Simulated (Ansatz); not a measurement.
**K₄TeBr₂: rattling a relaxed structure**

The structure comes from a generated guess, relaxed at this level; another structure or a mixture of phases may lie lower.

Method: Ansatz 0.2.0, DFT PBE, scalar-relativistic, plane waves, PAW. Settings: cutoff 420 eV, Γ-centred mesh 6×6×6 on the computed 7-atom cell, Gaussian smearing of 0.02 eV; no spin polarisation.

The cell below (7 atoms, space group Cmmm (No. 65)) is relaxed within its symmetry.

```xyz
7
Lattice="3.1415 -8.5812 0.0000 3.1415 8.5812 0.0000 0.0000 0.0000 5.9211" Properties=species:S:1:pos:R:3 pbc="T T T"
K     3.1415   -6.4620    2.9605
K     3.1415    6.4620    2.9605
K     3.1415   -1.8356    0.0000
K     3.1415    1.8356    0.0000
Te    0.0000    0.0000    0.0000
Br    3.1415   -3.0181    2.9605
Br    3.1415    3.0181    2.9605
```

For the test it was strained at random (σ = 1.5 % a component), the atoms were moved at random (σ = 0.10 Å), and all was relaxed again on a coarse 2×2×2 mesh (in the run’s order of axes) with 0.10 eV smearing, with no symmetry imposed.

These runs have no spin–orbit coupling, which can matter for Te.

Task: Does it come back?

Result: It returns, within 1 meV/atom of the unmoved cell on that mesh and with the same symmetry when read at 0.1 Å (P1 at 0.01 Å, so small strains and shifts remain). So it is stable against the distortions that fit this cell and that this random move excites. Modes that don't fit the cell aren't tested.
